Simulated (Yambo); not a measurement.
A free-standing SnO monolayer (symmetry P4/nmm, slab cell 15.3 Å high), G0W0@PBE in Yambo with this input:

```
rim_cut
gw0
dyson
el_el_corr
HF_and_locXC
ppa
em1d
rim_w
RandQpts= 1000000
RandGvec= 2 Ry
CUTGeo= "slab z"
EXXRLvcs= 102 Ry
VXCRLvcs= 408 Ry
Chimod= "HARTREE"
% BndsRnXp
 9 | 158 |
%
NGsBlkXp= 8 Ry
% LongDrXp
 1.0 | 1.0 | 0.0 |
%
RandGvecW= 733 mRy
PPAPntXp= 27.2114 eV
% GbndRnge
 1 | 158 |
%
GTermKind= "BG"
DysSolver= "n"
ExtendOut
```

On a 4×4×1 mesh, with wavefunctions cut at 102 Ry, the gap ((0, 0.25) → M) is 5.153 eV and the valence edge shifts by -0.980 eV.

**Question.** What happens with this change: no terminator?

**Answer.** The gap falls by 0.074 eV, to 5.079 eV; the shift of the valence edge becomes -0.766 eV. Neither run is shown to be the converged limit. In the run with 158 bands and a 8 Ry block, which covers more k points, the smallest G0W0 gap is 5.11 eV, (0, 0.25) → X. The mesh misses a band edge: along a dense path the PBE gap is 3.08 eV against 3.19 eV on the mesh.

Spin-orbit coupling is not included.

Geometry relaxed with PBEsol; primitive cell a = b = 3.785 Å, c = 15.300 Å, α = β = γ = 90.00°.

This is a model layer cut from the bulk structure; whether it is stable on its own was not checked.

A shift is the quasiparticle energy of the state minus its PBE energy.

The potentials are those of PseudoDojo's stringent table.
